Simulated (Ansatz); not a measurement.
KI:
```cif
data_IK
_chemical_formula_sum 'K1 I1'
_space_group_name_H-M_alt 'P 1'
_space_group_IT_number 1
_cell_length_a 5.07867
_cell_length_b 5.07867
_cell_length_c 5.07867
_cell_angle_alpha 60.000
_cell_angle_beta 60.000
_cell_angle_gamma 60.000
loop_
_space_group_symop_operation_xyz
  'x, y, z'
loop_
_atom_site_label
_atom_site_type_symbol
_atom_site_fract_x
_atom_site_fract_y
_atom_site_fract_z
_atom_site_occupancy
K1 K 0.00000 0.00000 0.00000 1
I1 I 0.50000 0.50000 0.50000 1
```

Relaxed with PBE.

Question: Give the optical modes at the zone centre with their infrared and Raman activity from DFPT, plane-wave PAW PBE (Ansatz code).

Answer: Transverse frequencies, without the LO–TO term; a row sums one degenerate level.

```csv
ω (cm⁻¹),degeneracy,IR ((D/Å)²/amu),Raman (Å⁴/amu),activity,symmetry
88,3,3.09,0,IR,T1u
```

Question: How high does the top mode go among those that the LO–TO term moves?

Answer: 127 cm⁻¹ for q along x.

Space group Fm-3m (rock salt). The PBE relaxation kept the symmetry of its start; phonons on a q-mesh show no instability. Scalar-relativistic: spin–orbit coupling is off unless named, which matters more the heavier the elements.

Potentials: the later of the program's two PAW sets.
